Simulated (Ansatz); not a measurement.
Profile along the Ag–Ag line in Ag (space group P6_3/mmc)

Ag (space group P6_3/mmc)

```yaml
crystal:
  lattice:
    - [2.85818, 0.00000, 0.00000]
    - [-1.42909, 2.47526, 0.00000]
    - [0.00000, 0.00000, 9.42135]
  atoms:
    - { symbol: Ag, position: [0.00000, 0.00000, 0.00000] }
    - { symbol: Ag, position: [0.00000, 0.00000, 0.50000] }
    - { symbol: Ag, position: [0.33333, 0.66667, 0.25000] }
    - { symbol: Ag, position: [0.66667, 0.33333, 0.75000] }
```

Fields along a shortest Ag–Ag line of a (0001) plane (2.86 Å), from Ag to Ag, interpolated on the slice's grid (step about 0.2 Å). These are PBEsol (plane waves to 420 eV, PAW, scalar-relativistic; Ansatz, a quantum-chemistry and plane-wave program) values and carry that method's errors. k mesh 19×19×5. Inside the PAW spheres the values are not all-electron values, and peaks at nuclei hang on which shells count as valence. Ag was relaxed with its symmetry unable to fall. This is one of several known forms of Ag; the measured ambient cells at hand have space group No. 225.

```tsv
distance from Ag (Å)	valence electron density (e/Å³)	electron localisation function
0.00	21.12	x
0.14	19.62	x
0.29	15.74	x
0.43	10.94	x
0.57	6.51	0.57
0.71	3.21	0.48
0.86	1.41	0.37
1.00	0.64	0.26
1.14	0.36	0.19
1.29	0.26	0.17
1.43	0.23	0.17
1.57	0.26	0.17
1.72	0.36	0.19
1.86	0.64	0.26
2.00	1.41	0.37
2.15	3.21	0.48
2.29	6.51	0.57
2.43	10.94	x
2.57	15.74	x
2.72	19.62	x
2.86	21.12	x
```

x: too close to a nucleus for the ELF to mean much.

Density on the Ag–Ag line (2.86 Å) at its midpoint: 0.23 e/Å³. ELF at that point: 0.17.
